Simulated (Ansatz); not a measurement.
Ag:
```yaml
crystal:
  lattice:
    - [-2.63136, 2.63136, 1.37752]
    - [2.63136, -2.63136, 1.37752]
    - [2.63136, 2.63136, -1.37752]
  atoms:
    - { symbol: Ag, position: [0.00000, 0.00000, 0.00000] }
    - { symbol: Ag, position: [0.75000, 0.25000, 0.50000] }
```

Relaxed with r²SCAN. Special points in fractions of this cell's reciprocal vectors: Γ (0.000, 0.000, 0.000); X (0.000, 0.000, 0.500); M (-0.500, 0.500, 0.500); Z (0.319, 0.319, -0.319); Z0 (-0.319, 0.681, 0.319); P (0.250, 0.250, 0.250); N (0.000, 0.500, 0.000).

**Question.** List the band energies nearest the Fermi level at these points for r²SCAN (plane waves, PAW; program Ansatz).

**Answer.** In eV from the Fermi level; about four levels below and three above (degenerate sets whole), none deeper than 8.9 eV; … stands for higher levels left out; points with the same levels are listed once.

```csv
k,below,above
Γ,-3.80 -3.80 -3.21 -2.59,4.40 4.40 …
X,-3.49 -3.49 -2.77 -2.77,…
M,-3.71 -3.71 -0.62 -0.62,…
Z,-4.42 -4.42 -3.98 -3.70 -3.26,3.21 3.44 …
P,-3.64 -3.64 -3.12 -3.12,2.49 2.49 …
N,-3.77 -3.51 -3.28 -3.00,0.64 2.80 5.69
```

Space group I4_1/amd (β-Sn type). The start of the workflow was typed in or built on a structure type; neither database checked (COD, Materials Project) lists it. It is not the phase usual at ambient conditions (space group No. 225). The cell was relaxed with r²SCAN under the symmetry of its start; whether a distortion lowers the energy is not shown. The run is not spin-polarised. Spin–orbit coupling is left out wherever it is not named.

Potentials: the earlier of the program's two PAW sets.
